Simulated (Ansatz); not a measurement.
A geometry of Al away from equilibrium: step 3 of the relaxation of a generated cell, Al built in the AFLOW prototype A_oP8_62_2c (A_c). Computed with r2SCAN (plane waves to 500 eV, PAW, scalar-relativistic; Ansatz, a first-principles code). Γ-centred k-mesh 5×7×7 on the run's cell (coarser than for final values), Fermi–Dirac smearing 0.05 eV. The plane waves were selected for a different cell earlier on the path.

```yaml
crystal:
  lattice:
    - [6.10977, 0.00000, 0.00000]
    - [0.00000, 4.52557, 0.00000]
    - [0.00000, 0.00000, 4.78693]
  atoms:
    - { symbol: Al, position: [0.52007, 0.25000, 0.30266] }
    - { symbol: Al, position: [0.02007, 0.25000, 0.19734] }
    - { symbol: Al, position: [0.47993, 0.75000, 0.69734] }
    - { symbol: Al, position: [0.97993, 0.75000, 0.80266] }
    - { symbol: Al, position: [0.21590, 0.25000, 0.70371] }
    - { symbol: Al, position: [0.71590, 0.25000, 0.79629] }
    - { symbol: Al, position: [0.78410, 0.75000, 0.29629] }
    - { symbol: Al, position: [0.28410, 0.75000, 0.20371] }
```

### Question
Give the Cartesian forces on all atoms (eV/Å).

### Answer
```
atom     Fx    Fy     Fz
----  -----  ----  -----
Al1   -0.12  0.00  -0.37
Al2   -0.12  0.00   0.37
Al3    0.12  0.00   0.37
Al4    0.12  0.00  -0.37
Al5    0.26  0.00   0.17
Al6    0.26  0.00  -0.17
Al7   -0.26  0.00  -0.17
Al8   -0.26  0.00   0.17
```

The path ends in I4/mmm (No. 139) (AFLOW prototype A_tI2_139_a (A_a)). No spin polarisation in the result.

The run could not lose the symmetry of its start: the end is stationary, and may be a saddle point rather than a minimum.

The end of the path is a generated cell of Al: the first start was made by placing the elements on the sites of a structure type, and the end was not matched to a known phase here, so it may be hypothetical. Known forms of Al include space group No. 225.
